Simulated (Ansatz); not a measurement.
A scan (energy against volume; even scaling of the relaxed cell, symmetry kept) gave these values. Calculation: PBEsol (plane waves to 420 eV, PAW, scalar-relativistic; Ansatz, a program for electronic structure).

| Item | Result |
|---|---|
| Bulk modulus at fixed cell shape B₀ (third-order Birch-Murnaghan fit) | 87.7 GPa |
| Pressure derivative B₀′ (fit) | 4.4 |
| Equilibrium volume of the fit | 19.81 Å³/atom |

Problem. Of these crystals, all scanned alike, which one is it?
A) Tl(CuS)₂ (space group I4/mmm)
B) YAlGe (space group Cmcm)
C) VO₂ (rutile)
D) TiHg (space group P4/mmm)

Solution. B, YAlGe (space group Cmcm). The others have, for the bulk modulus at fixed cell shape: TiHg 124 GPa, Tl(CuS)2 51.1 GPa, VO2 246 GPa

All were relaxed with their symmetry unable to fall. Relaxed VO2 ends ferromagnetic. Spin-orbit coupling is left out. This is a high-temperature form of VO2. TiHg is run without spin polarisation. Tl(CuS)2 is run without spin polarisation. VO2 is run spin-polarised and with no Hubbard U. YAlGe is run without spin polarisation. Other magnetic orders were not checked, so this need not be the ground state. (This holds for the magnetic or f-shell members.) With the shape held, the modulus is that of even scaling; a crystal free to change shape is softer.

(Under strain, the slope of the energy per volume gives the stress and its curvature an elastic modulus.)
